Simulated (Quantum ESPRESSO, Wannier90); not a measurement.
**Tight-binding from DFT: SnSe (rock salt)**

```xyz
2
Lattice="0.0000 3.0104 3.0104 3.0104 0.0000 3.0104 3.0104 3.0104 0.0000" Properties=species:S:1:pos:R:3 pbc="T T T"
Sn     0.0000     0.0000     0.0000
Se     3.0104     3.0104     3.0104
```

Materials Project entry mp-2693; symmetrised, unrelaxed at this level. COD (Crystallography Open Database) has the formula in 3 space groups, this one among them (matched by group alone). Computed values, not measurements, from PBEsol: Quantum ESPRESSO (norm-conserving PseudoDojo potentials, cutoff 69 Ry, spinors with spin-orbit coupling) on a Γ-centred 6×6×6 mesh, then Wannier90. Density: 10×10×10 mesh, Gaussian smearing 0.01 Ry.

A tight-binding model is made by disentanglement and projection with no localisation steps (num_iter = 0), so the 16 orbitals stay atom-like: hydrogen-like Sn: s;p; Se: s;p, axes along x, y, z; frozen window up to 1.83 eV relative to the valence-band maximum. It follows pw.x to 7.3 meV rms for states up to 1.3 eV relative to the valence-band maximum. Matrix elements depend on this choice of orbitals and windows.

Problem. What are the on-site energies relative to the valence-band maximum, and how fast do the hoppings decay?

Solution. 
```
atom                 orbitals  energy (eV)
----  -----------------------  -----------
Sn1                     s↑ s↓        -5.57
Sn1   pz↑ pz↓ px↑ px↓ py↑ py↓         1.47
Se2                     s↑ s↓       -12.24
Se2   pz↑ pz↓ px↑ px↓ py↑ py↓        -1.56
```

| distance of the centres (Å) | largest modulus (eV) |
|---|---|
| 3–4 | 2.0 |
| 4–5 | 0.21 |
| 5–6 | 0.0073 |
| 6–7 | 0.39 |
| 7–8 | 0.0021 |
| 8–9 | 0.0079 |
| 9–10 | 0.066 |

Effective spin-orbit constants λ of λ L·S, from the same-site elements px↑–py↑ (λ/2) and dx2-y2↑–dxy↑ (λ), where they are among the larger elements: Sn1 p 0.38 eV, Se2 p 0.26 eV.
